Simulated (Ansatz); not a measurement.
CuLi2Nb4O12:
```
CuLi2Nb4O12
1.0
   -5.16171     0.00000     0.00000
   -2.65049     2.11096     8.51420
   -2.49422     4.88896     0.00000
Cu Li Nb O
1 2 4 12
Direct
  0.82044   0.39983   0.97406
  0.32650   0.88550   0.45488
  0.08797   0.63669   0.19481
  0.26190   0.23524   0.25905
  0.75404   0.75905   0.73490
  0.51166   0.49642   0.50418
  0.99324   0.00481   0.99446
  0.43929   0.31146   0.40301
  0.96714   0.80633   0.89026
  0.95730   0.42497   0.24373
  0.44024   0.91862   0.77970
  0.57576   0.05231   0.14500
  0.10511   0.56155   0.61564
  0.04399   0.10403   0.58196
  0.55442   0.60128   0.05990
  0.54857   0.36851   0.83874
  0.02609   0.86537   0.33052
  0.06540   0.19091   0.01464
  0.61151   0.68027   0.49627
```
Starting moments (μB, in the order of the atoms Cu Li Li Nb Nb Nb Nb O O O O O O O O O O O O): 0.6 0.0 0.0 0.0 0.0 0.0 0.0 0.0 0.0 0.0 0.0 0.0 0.0 0.0 0.0 0.0 0.0 0.0 0.0.

Relaxed with r²SCAN. Special points in fractions of this cell's reciprocal vectors: Γ (0.000, 0.000, 0.000); X (0.500, 0.000, 0.000); Y (0.000, 0.500, 0.000); Z (0.000, 0.000, 0.500); R (0.500, 0.500, 0.500); T (0.000, 0.500, 0.500); U (0.500, 0.000, 0.500); V (0.500, 0.500, 0.000).

**Question.** List the band energies nearest the valence-band maximum at these points for r²SCAN in the plane-wave PAW code Ansatz.

**Answer.** In eV from the valence-band maximum; about four levels below and three above (degenerate sets whole), none deeper than 8.9 eV; points with the same levels are listed once.

```csv
k,below,above
Γ ↑,-1.48 -1.42 -0.67 -0.52,2.38 2.63 2.66
X ↑,-1.60 -1.41 -0.80 -0.65,2.43 2.68 3.03
Y ↑,-1.49 -1.40 -0.62 -0.55,2.43 2.55 2.69
Z ↑,-1.54 -1.47 -0.84 -0.78,2.79 2.93 3.11
R ↑,-1.45 -1.43 -0.94 -0.59,2.31 2.77 2.82
T ↑,-1.61 -1.48 -0.82 -0.70,2.56 3.03 3.26
U ↑,-1.55 -1.39 -0.86 -0.58,2.45 2.75 2.98
V ↑,-1.57 -1.40 -0.83 -0.64,2.50 2.87 2.91
Γ ↓,-1.45 -1.20 -1.14 0.00,1.16 2.39 2.64
X ↓,-1.49 -1.22 -1.14 -0.18,1.12 2.47 2.72
Y ↓,-1.45 -1.21 -1.13 -0.02,1.22 2.44 2.56
Z ↓,-1.59 -1.27 -1.16 -0.27,1.04 2.81 2.98
R ↓,-1.63 -1.21 -1.07 -0.09,0.97 2.33 2.83
T ↓,-1.66 -1.28 -1.16 -0.26,1.12 2.58 3.05
U ↓,-1.57 -1.26 -1.06 -0.10,1.06 2.47 2.78
V ↓,-1.47 -1.24 -1.14 -0.17,1.12 2.52 2.89
```

Space group P1. The start of the workflow was typed in or built on a structure type; neither database checked (COD, Materials Project) lists it. Whether it is the stable phase at ambient conditions was not checked. The r²SCAN relaxation kept the symmetry of its start; whether a distortion lowers the energy is not shown. The final state is ferromagnetic, the only order run, not a proven ground state. Other orbital occupations within this spin state were not tried. No Hubbard U is applied. Spin–orbit coupling is left out wherever it is not named.

Potentials: the later of the program's two PAW sets.
